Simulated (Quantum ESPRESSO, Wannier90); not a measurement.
Wannierisation of Ge (P6₃/mmc, model phase)

```
CELL_PARAMETERS angstrom
      3.99759     0.00000     0.00000
     -1.99879     3.46201     0.00000
      0.00000     0.00000     6.59938
ATOMIC_POSITIONS crystal
  Ge 0.66667 0.33333 0.06290
  Ge 0.33333 0.66667 0.93710
  Ge 0.33333 0.66667 0.56290
  Ge 0.66667 0.33333 0.43710
```

Structure: Materials Project mp-1007760, symmetrised, not relaxed again. This isn't the element's usual structure (diamond); take it as a model of another phase. Computed values, not measurements, from PBEsol: Quantum ESPRESSO (norm-conserving PseudoDojo potentials, cutoff 63 Ry, spinors with spin-orbit coupling) on a Γ-centred 6×6×4 mesh, then Wannier90. Density: 12×12×6 mesh, cold smearing 0.01 Ry.

Base run: 32 functions from bands 41-92 of the 92 computed, start hydrogen-like Ge: s;p, centres 0.05 Å off the atoms, frozen window up to 1.50 eV relative to the Fermi level, outer window open. One thing is changed at a time; window edges are relative to the Fermi level. The misfit compares interpolated bands with pw.x on a high-symmetry path, for states up to 1.0 eV relative to the Fermi level. Converged means that the tolerances were met: symmetric starts can stop on a saddle, which shows as a larger Ω_OD at equal Ω_I and can move the misfit too.

| setting | functions | frozen to (eV) | Ω_I (Å²) | Ω_D (Å²) | Ω_OD (Å²) | rms misfit (meV) | worst (meV) | ended |
|---|---|---|---|---|---|---|---|---|
| base | 32 | 1.50 | 48.66 | 0.12 | 6.24 | 9.5 | 96 | converged |
| frozen window to 1.00 eV | 32 | 1.00 | 46.37 | 0.08 | 6.08 | 17 | 227 | converged |
| outer window to 9.89 eV | 32 | 1.50 | 69.00 | 0.38 | 15.37 | 19 | 147 | converged |
| outer window to 11.59 eV | 32 | 1.50 | 59.51 | 0.20 | 8.27 | 11 | 87 | converged |
